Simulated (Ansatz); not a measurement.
# CoO: which magnetic state is lowest?

The calculation used DFT PBEsol+U, scalar-relativistic, plane waves, PAW (Ansatz).

```cif
data_structure
_symmetry_space_group_name_H-M 'P 1'
_symmetry_Int_Tables_number 1
_cell_length_a 2.5725
_cell_length_b 2.5725
_cell_length_c 2.5725
_cell_angle_alpha 90.000
_cell_angle_beta 90.000
_cell_angle_gamma 90.000
_cell_volume 17.02
loop_
_atom_site_label
_atom_site_type_symbol
_atom_site_fract_x
_atom_site_fract_y
_atom_site_fract_z
_atom_site_occupancy
Co1 Co 0.00000 0.00000 0.00000 1
O1 O 0.50000 0.50000 0.50000 1
```

```json
{"plane-wave cutoff": "420 eV", "Γ-centred k-mesh": "16×16×16", "occupation rule": "Gaussian smearing, 0.05 eV", "U_eff on Löwdin-orthogonalised atomic d orbitals": "Co 4 eV", "list of starting moments (μB, in atom order)": "3 0", "check for lower electronic states after the SCF": "on"}
```

All runs keep this geometry, which isn't relaxed for the lowest state (largest force there 0.000 eV/Å, pressure 8.9 GPa) and needn't be a stable compound; relaxing each order would shift the differences by some 17 meV/atom, going by the pressures and a bulk modulus of about 150 GPa. A propagation vector, in units of the reciprocal vectors, doubles the cell, which takes an equally dense mesh. Site moments are spin moments in atom-centred spheres that scale with the neighbour distance. The states are those that the runs reached from these starts; a lower one can exist.

Problem. Starts tried: no spin; ferromagnetic; antiferromagnetic, doubled cell, propagation vector (0, 0, 1/2). Which state comes out lowest, and what are the moments?

Solution. The lowest state is antiferromagnetic, reached from the start “antiferromagnetic, doubled cell, propagation vector (0, 0, 1/2)”, with site moments (μB) Co +2.51, Co -2.51.

| start | ends | energy above lowest (meV/atom) | site moments (μB) | gap on mesh (eV) | P (GPa) |
| --- | --- | --- | --- | --- | --- |
| no spin | non-magnetic | 1353 | none over 0.05 | metal | -13.2 |
| ferromagnetic | ferromagnetic | 71.4 | Co +2.59, O +0.31 | 1.51 | 13.1 |
| antiferromagnetic, doubled cell, propagation vector (0, 0, 1/2) | antiferromagnetic | 0.00 | Co +2.51, Co -2.51 | 2.12 | 8.9 |

Cost: 3 runs of about 1.2 core-minutes in all, on Arm Neoverse V1 (shared hosts).